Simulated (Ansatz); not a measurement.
AlP:
```
CELL_PARAMETERS angstrom
      0.00000     2.75388     2.75388
      2.75388     0.00000     2.75388
      2.75388     2.75388     0.00000
ATOMIC_POSITIONS crystal
  P  0.75000 0.75000 0.75000
  Al 0.00000 0.00000 0.00000
```

Relaxed with PBE.

Task: Map the electron localisation function on the plane through (0.750, 0.750, 0.750) spanned by u = [1, 0, 0] and v = [-1, 1, 1] in lattice vectors, from the program Ansatz at the PBE level (PAW).

Result: x is the fraction of u, y of v (the angle between them is 90°; rows are the nearest grid lines); atoms in the plane: P at (0.00, 0.00), Al at (0.50, 0.25).
```
|00168887422478887100|
|00168875322357886100|
|01467764211246776410|
|88876531000013567888|
|88776421000012467788|
|77764210000001246777|
|66542100000000124566|
|22110000000000001122|
|11000000000000000011|
|00000000000000000000|
|00000000111100000000|
|00000011111111000000|
|00000122333322100000|
|00001123333332110000|
|00011222222222211000|
|11112221000012221111|
|22233210000001233222|
|66777730011003777766|
|78889971011017998887|
|88999995000059999988|
|88999998300389999988|
|02799998644689999720|
|00389998533589998300|
|00168887422478887100|
```
Scale: ten equal steps from -0.003 (start of '0') to 0.941 (end of '9'), in the order '0123456789'; x runs from 0.000 to 1.00, y from 0.000 (bottom) to 1.00 (top).

The density is the valence pseudo-density with augmentation charge, so density and ELF within about 1 Å of a nucleus are not all-electron values.

Space group F-43m (zinc blende). The PBE relaxation kept the symmetry of its start; phonons on a q-mesh show no instability.

Potentials: the later of the program's two PAW sets.
